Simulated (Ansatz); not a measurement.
P2Ru:
Space group Pnnm (No. 58); a = 5.077 Å, b = 5.839 Å, c = 2.850 Å, α = β = γ = 90.00°

| atom | site | symmetry | x | y | z |
|---|---|---|---|---|---|
| P | 4g | ..m | 0.1627 | 0.3719 | 0.0000 |
| Ru | 2a | ..2/m | 0.0000 | 0.0000 | 0.0000 |

Relaxed with LDA.

Give the optical modes at the zone centre with their infrared activity from DFPT, LDA in the plane-wave PAW code Ansatz.

Transverse frequencies, without the LO–TO term; a row sums one degenerate level.

| ω (cm⁻¹) | degeneracy | IR ((D/Å)²/amu) | activity | symmetry |
|---|---|---|---|---|
| 194 | 1 | 0.00 | IR-inactive | Au |
| 212 | 1 | 0.73 | IR | B2u |
| 228 | 1 | 0.88 | IR | B3u |
| 234 | 1 | 0.00 | IR-inactive | Au |
| 263 | 1 | 0.00 | IR-inactive | B2g |
| 274 | 1 | 0.00 | IR-inactive | B3g |
| 278 | 1 | 55.21 | IR | B1u |
| 285 | 1 | 11.84 | IR | B2u |
| 296 | 1 | 11.92 | IR | B3u |
| 377 | 1 | 34.88 | IR | B3u |
| 387 | 1 | 23.74 | IR | B2u |
| 428 | 1 | 0.00 | IR-inactive | Ag |
| 446 | 1 | 0.00 | IR-inactive | Ag |
| 482 | 1 | 0.00 | IR-inactive | B1g |
| 516 | 1 | 0.00 | IR-inactive | B1g |

How high does the top mode go among those that the LO–TO term moves?

440 cm⁻¹ for q along x, 427 cm⁻¹ for q along y, 404 cm⁻¹ for q along z.

The first step of the workflow began from a Materials Project structure, measured or hypothetical; the Crystallography Open Database files this formula in space group No. 58, but the cells were not matched. Whether it is the stable phase at ambient conditions was not checked. Symmetry was held in the LDA relaxation; its stability against distortions is not shown here. The run is not spin-polarised.

Potentials: the later of the program's two PAW sets.
